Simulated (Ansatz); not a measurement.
**How the functional moves the response of Rh (Fm-3m) (PBEsol, LDA)**

```yaml
crystal:
  lattice:
    - [0.00000, 1.89079, 1.89079]
    - [1.89079, 0.00000, 1.89079]
    - [1.89079, 1.89079, 0.00000]
  atoms:
    - { symbol: Rh, position: [0.00000, 0.00000, 0.00000] }
```

This cell (13.52 Å³ an atom) was relaxed by PAW under PBEsol, and each functional gets its own cell relaxed so. Quantity: harmonic phonons by finite displacements (negative means unstable), on a 4×4×4 q mesh.

Runs: (1) PBEsol, PAW on Ansatz 0.2.0's default frozen-core files (fitted under PBE), scalar-relativistic; k mesh 20×20×20, Fermi-Dirac smearing of 0.100 eV, cutoff 420 eV. (2) LDA, PAW on Ansatz 0.2.0's default frozen-core files (fitted under PBE), scalar-relativistic; k mesh 20×20×20, Fermi-Dirac smearing of 0.080 eV, cutoff 420 eV.

Under PBEsol: highest mode = 248 cm⁻¹, lowest at L = 142 cm⁻¹, lowest at X = 189 cm⁻¹, lowest at W = 188 cm⁻¹, Grüneisen γ (heat-capacity mean at 300 K) = 2.31.

Question: Which way does LDA move the volume, and by how much?

Answer: a = 3.755 Å, 13.23 Å³ an atom: 2.1 % smaller.

Question: What does LDA give for these quantities?

Answer: 

```tsv
quantity	PBEsol	LDA	change
highest mode	248 cm⁻¹	256 cm⁻¹	+3 %
lowest at L	142 cm⁻¹	146 cm⁻¹	+3 %
lowest at X	189 cm⁻¹	195 cm⁻¹	+3 %
lowest at W	188 cm⁻¹	193 cm⁻¹	+3 %
Grüneisen γ (heat-capacity mean at 300 K)	2.31	2.31	under 1 %
```

Limits of these numbers: frozen-core PAW files fitted under PBE, their cores solved anew for the functional of the run; responses of metals move with mesh and smearing.
